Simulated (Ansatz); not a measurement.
V₂SiN in space group P6_3/mmc (No. 194; V on 4f, Si on 2d, N on 2a), PBEsol (plane waves, PAW; program Ansatz), all energies at zero smearing, with the estimated change up to a 700 eV cutoff added, with one set of potentials and settings (totals compare only within such a set). Cell of 8 atoms (4 V, 2 Si, 2 N): -13548.467 eV.

```csv
element,reference phase,E (eV/atom)
V,"Im-3m, 1 atoms in the cell",-2885.2974
Si,"Fd-3m, 2 atoms in the cell",-621.4938
N,"Pa-3, 8 atoms in the cell",-378.4910
```

Formation energy per atom, worked out: (-13548.467 − 4×(-2885.2974) − 2×(-621.4938) − 2×(-378.4910))/8 = -0.913 eV/atom (-88 kJ per mol of atoms), at 0 K, without zero-point energy or fitted corrections.

The start of the workflow was typed in or built on a structure type; neither database checked (COD, Materials Project) lists it. Its standing as an ambient phase is unchecked. The cell was relaxed with PBEsol under the symmetry of its start; its stability against distortions is not shown here. The workflow began spin-polarised and lost its moments. The references are the lowest solids computed at this level, not always the standard phases (solids in place of the gases).

Potentials: the earlier of the program's two PAW sets. The files were generated under PBE; for other functionals the program regenerates the frozen cores, and for LDA and PBEsol the local potential too.
